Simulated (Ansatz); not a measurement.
# Sr: computed property card

Sr:
```
Sr
1.0
   -2.33493     2.33493     2.33493
    2.33493    -2.33493     2.33493
    2.33493     2.33493    -2.33493
Sr
1
Direct
  0.00000   0.00000   0.00000
```

Space group Im-3m (No. 229), bcc (W type); conventional cell a = b = c = 4.6699 Å, α = β = γ = 90.00°.

Method: PBEsol in the plane-wave PAW code Ansatz. Geometry: relaxed at this level of theory. Other levels are named where they apply.

Cell and energy:

```yaml
volume_per_atom: 50.92 Å³
density: 2.86 g/cm³
```

Electronic structure:

```yaml
electronic_character: metallic (no gap)
Density of states at the Fermi level: 0.88 states/eV per atom (mean over ±0.08 eV)
Gap with spin–orbit coupling: none (metallic)
```

Mechanics:

```yaml
Bulk modulus (Birch–Murnaghan fit): 12.6 GPa
Pressure derivative B′: 3.5
Elastic constants (relaxed ions, GPa): C11 = 14.6, C12 = 11.3, C44 = 14.6
mechanical_stability: stable (all eigenvalues of C positive)
hill_bulk_and_shear_moduli: 12.4 and 6.4 GPa
Young's modulus: 16.4 GPa
Poisson's ratio: 0.28
debye_temperature_from_the_elastic_constants: 134 K
```

This is a known high-temperature phase of the composition, computed here at zero pressure and temperature. Symmetry was held in the PBEsol relaxation; whether a distortion lowers the energy is not shown. As this level gives no gap, shear constants depend on the k-mesh and smearing (Fermi–Dirac, 0.1 eV here). Scalar-relativistic: spin–orbit coupling is off unless named, which matters more the heavier the elements.

Potentials: the earlier of the program's two PAW sets. The files were generated under PBE; for other functionals the program regenerates the frozen cores, and for LDA and PBEsol the local potential too.
